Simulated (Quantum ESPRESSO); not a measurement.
# Ti2Mg3Ru2Ag: one composition in several site orders

A calculation, not a measurement. The program is pw.x of Quantum ESPRESSO 7.5 (plane-wave density functional theory). The cell is made up: eight metal atoms on a hexagonal close-packed lattice, with elements, volume, strain and displacements drawn at random and not relaxed, so it may be unstable or far from any real phase. PseudoDojo standard norm-conserving files set the functional (PBE unless stated); there is no spin polarisation or spin-orbit coupling, the Fermi-Dirac width of 0.25 eV means electrons at about 2900 K, and the masses in the input are unused placeholders. A spin test at this wide smearing found no moment, but such smearing suppresses magnetism that the real alloy may have.

The runs put one composition on the sites in different orders. Cell, positions, cutoff, mesh and smearing stay as in the input of run 1; sites are counted in its order. Stress in the tables is positive in tension.

Input of run 1:

```
&control calculation='scf', pseudo_dir='./dojo.nc.sr.pbe.v0_5.standard.upf', outdir='./o', disk_io='minimal', tprnfor=.true., tstress=.true. /
&system ibrav=0, nat=8, ntyp=4, nbnd=66, ecutwfc=84.00895049, nosym=.true., tot_charge=0,
 occupations='smearing', smearing='fd', degauss=0.0183746611
/
&electrons conv_thr=1.470e-08, electron_maxstep=70, mixing_beta=0.5 /
ATOMIC_SPECIES
Ag 1.0 Ag.upf
Mg 1.0 Mg.upf
Ru 1.0 Ru.upf
Ti 1.0 Ti.upf
CELL_PARAMETERS angstrom
-0.0088 0.0236 4.8405
6.0263 0.0224 -0.011
-2.9938 5.2152 0.0312
ATOMIC_POSITIONS angstrom
Ti 0.0111 0.1166 -0.057
Mg -1.4782 2.5966 0.0319
Mg 3.1557 -0.0051 -0.0832
Ru 1.5168 2.6207 0.0575
Ti 0.0891 1.7561 2.3536
Ru -1.6061 4.2959 2.4085
Mg 2.9907 1.7519 2.4186
Ag 1.5007 4.2803 2.4584
K_POINTS automatic
5 5 5 1 1 1
```

| run | elements on sites 1 to 8 | free energy less that of run 1 (eV) | -TS (eV) | pressure (GPa) | stress xx (GPa) | stress yy (GPa) | stress zz (GPa) | stress yz (GPa) | stress xz (GPa) | stress xy (GPa) | iterations |
| --- | --- | --- | --- | --- | --- | --- | --- | --- | --- | --- | --- |
| 1 | Ti Mg Mg Ru Ti Ru Mg Ag | 0.000 | -1.716 | -9.80 | 7.88 | 11.01 | 10.52 | 0.23 | -0.65 | 0.75 | 17 |
| 2 | Mg Ti Ti Mg Ru Ag Mg Ru | 0.684 | -1.916 | -9.25 | 7.54 | 7.19 | 13.02 | 0.61 | 0.06 | 0.34 | 16 |
| 3 | Mg Ti Ru Ru Mg Mg Ti Ag | 0.433 | -1.819 | -9.22 | 11.66 | 8.01 | 8.00 | -0.64 | 0.24 | 3.22 | 16 |
| 4 | Mg Ru Ru Ti Mg Ti Mg Ag | 0.352 | -1.850 | -9.71 | 10.97 | 9.98 | 8.18 | 0.61 | 0.36 | -0.15 | 15 |
| 5 | Ag Ti Mg Ru Mg Ti Ru Mg | 0.324 | -1.941 | -9.60 | 11.37 | 8.04 | 9.40 | -0.09 | 0.07 | 1.53 | 15 |
| 6 | Mg Ti Ag Mg Ru Ru Ti Mg | -0.134 | -1.806 | -9.96 | 10.79 | 8.90 | 10.20 | 0.08 | 0.26 | 1.94 | 16 |

Forces Fx Fy Fz (eV/Å):

| site | run 1 | run 2 | run 3 | run 4 | run 5 | run 6 |
| --- | --- | --- | --- | --- | --- | --- |
| 1 | 1.62 -0.83 0.09 | 0.11 -0.44 0.03 | 0.05 -0.55 0.06 | -0.26 -0.57 0.08 | 0.30 -0.49 0.06 | 0.67 -0.24 0.08 |
| 2 | -0.09 0.87 -0.26 | 1.00 -0.13 -0.02 | -0.28 -0.14 -0.31 | -0.04 0.45 -0.10 | -0.78 0.02 -0.22 | 0.57 0.94 0.10 |
| 3 | -0.90 -0.51 0.29 | 0.30 -0.67 0.18 | -0.44 0.34 0.14 | -0.93 0.07 0.32 | -0.64 0.26 0.33 | -0.61 0.15 0.23 |
| 4 | -0.83 -1.02 0.01 | -0.03 0.16 -0.26 | 0.16 0.06 -0.12 | 0.11 0.90 -0.53 | 0.33 -0.15 -0.14 | -0.23 -0.41 -0.24 |
| 5 | 0.55 0.31 0.10 | -0.87 0.80 -0.02 | -0.23 0.69 0.31 | -1.12 0.36 0.35 | -0.08 0.03 0.36 | -0.06 -0.21 0.06 |
| 6 | -0.34 0.65 0.00 | 0.33 0.15 0.02 | 0.98 0.10 0.05 | 1.46 -0.74 -0.04 | 0.41 -0.48 -0.03 | -0.12 -0.57 -0.03 |
| 7 | -0.05 0.17 -0.07 | 0.16 -0.18 -0.02 | -0.22 -0.77 0.05 | 0.78 -0.65 0.08 | 0.44 0.81 -0.16 | 0.02 -0.08 0.00 |
| 8 | 0.03 0.35 -0.16 | -0.99 0.31 0.09 | -0.03 0.27 -0.17 | 0.00 0.19 -0.16 | 0.02 -0.01 -0.20 | -0.25 0.42 -0.21 |

The sites are displaced and not relaxed, so the energy differences hold strain from misfit and are not ordering energies. A rerun of one cell of this series at a higher cutoff and on a denser mesh moved values by no more than 0.005 eV in energy, 0.04 GPa in stress and 0.007 eV/Å in force, and a second program with other atomic files agreed on that cell to 2 % rms in force and 0.5 GPa in pressure.